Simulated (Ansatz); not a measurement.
## Several inputs for ZnS with fluorine replacing S

Cell: a supercell of ZnS (space group P6_3mc) built from a COD entry (the entry's cell lengths or inner coordinates differ somewhat from later room-temperature determinations), with all atoms left at the host's positions.

Space group P3m1 (No. 156); a = 7.6240, c = 18.6900 Å, γ = 120.00°.

| site | Wyckoff | site symmetry | x | y | z |
| --- | --- | --- | --- | --- | --- |
| Zn1 | 3d | .m. | 0.8333 | 0.6667 | 0.0000 |
| Zn3 | 1b | 3m. | 0.3333 | 0.6667 | 0.0000 |
| Zn5 | 3d | .m. | 0.8333 | 0.6667 | 0.5000 |
| Zn7 | 1b | 3m. | 0.3333 | 0.6667 | 0.5000 |
| Zn9 | 1a | 3m. | 0.0000 | 0.0000 | 0.1667 |
| Zn10 | 3d | .m. | 0.0000 | 0.5000 | 0.1667 |
| Zn13 | 3d | .m. | 0.1667 | 0.8333 | 0.6667 |
| Zn16 | 1c | 3m. | 0.6667 | 0.3333 | 0.6667 |
| Zn17 | 3d | .m. | 0.1667 | 0.8333 | 0.3333 |
| Zn20 | 1c | 3m. | 0.6667 | 0.3333 | 0.3333 |
| Zn21 | 1a | 3m. | 0.0000 | 0.0000 | 0.8333 |
| Zn22 | 3d | .m. | 0.0000 | 0.5000 | 0.8333 |
| S25 | 3d | .m. | 0.8333 | 0.6667 | 0.1250 |
| S27 | 1b | 3m. | 0.3333 | 0.6667 | 0.1250 |
| S29 | 3d | .m. | 0.8333 | 0.6667 | 0.6250 |
| S31 | 1b | 3m. | 0.3333 | 0.6667 | 0.6250 |
| F | 1a | 3m. | 0.0000 | 0.0000 | 0.2917 |
| S34 | 3d | .m. | 0.0000 | 0.5000 | 0.2917 |
| S37 | 3d | .m. | 0.1667 | 0.8333 | 0.7917 |
| S40 | 1c | 3m. | 0.6667 | 0.3333 | 0.7917 |
| S41 | 3d | .m. | 0.1667 | 0.8333 | 0.4583 |
| S44 | 1c | 3m. | 0.6667 | 0.3333 | 0.4583 |
| S45 | 1a | 3m. | 0.0000 | 0.0000 | 0.9583 |
| S46 | 3d | .m. | 0.0000 | 0.5000 | 0.9583 |

One atom of each set is listed.

Reference run. Computed with Ansatz: DFT, PBE, plane waves and PAW, scalar-relativistic, 420 eV cutoff, Γ-centred 3×3×1 k-points, Fermi–Dirac smearing 0.01 eV, cell charge +1.

It gives V_zz (10²¹ V/m²) F -0.72 (η 0.00), Zn9 9.04 (η 0.00), S34 3.81 (η 0.34), among others. Each of these runs changes the input as listed (caps on SCF iterations aside):

A. hamiltonian.xc: pbe → lda; scf.algorithm: not typed → direct_min
B. scf.convergence.dr2_threshold: not typed → 1e-09

(1) How does each run end, and how far do the gradients move?

## Answers

(1) 

```csv
run,F V_zz (η),Zn9 V_zz (η),S34 V_zz (η),"largest change of a gradient tensor, all atoms",note
A,-0.75 (0.00),9.06 (0.00),3.92 (0.33),0.13,converged; another functional
B,-0.72 (0.00),9.04 (0.00),3.81 (0.34),0.00,converged
```

Run A moves them most, on S31 (V_zz from 2.06 to 2.18).

In run A the shift comes from hamiltonian.xc: the other keys steer the path to self-consistency or leave the density as it is.

On the reference run: The defect repeats with the cell of 48 atoms, so it feels its images: sites between two images don't show the values beside a lone defect, and zeros or small values of η there can come from the images' arrangement. S and Zn carry a gradient in the pure host already, so the values there aren't the defect's effect alone. A uniform background compensates the cell's charge. With a gap of 0.7 eV on this mesh, small gradients can still move by 0.1 × 10²¹ V/m² or more as the k-mesh gets denser. The neighbours have not yet relaxed around the defect (largest force 0.61 eV/Å), and relaxing can change the values around it severalfold.
